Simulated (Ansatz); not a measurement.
Structure relaxation, Ba

The start is a generated cell, Ba placed in the bcc structure type. Cell shape, volume and atoms are optimised at zero target pressure with PBE (plane waves to 420 eV, PAW, scalar-relativistic; Ansatz, a first-principles code). The first steps use a coarse 9×9×9 k-mesh.

Initial structure:
```yaml
crystal:
  lattice:
    - [-2.51000, 2.51000, 2.51000]
    - [2.51000, -2.51000, 2.51000]
    - [2.51000, 2.51000, -2.51000]
  atoms:
    - { symbol: Ba, position: [0.00000, 0.00000, 0.00000] }
```

How much energy is released per atom?

Under 0.01 eV/atom.

What band gap does the relaxed structure have at this level?

No gap (metallic).

The space group stays Im-3m (No. 229) (the run could not lower it); the end is bcc (W type), with 1 atom in the primitive cell. Final values are on a 13×13×13 k-mesh of the relaxed cell. No spin polarisation in the result.

The run could not lose the symmetry of its start.
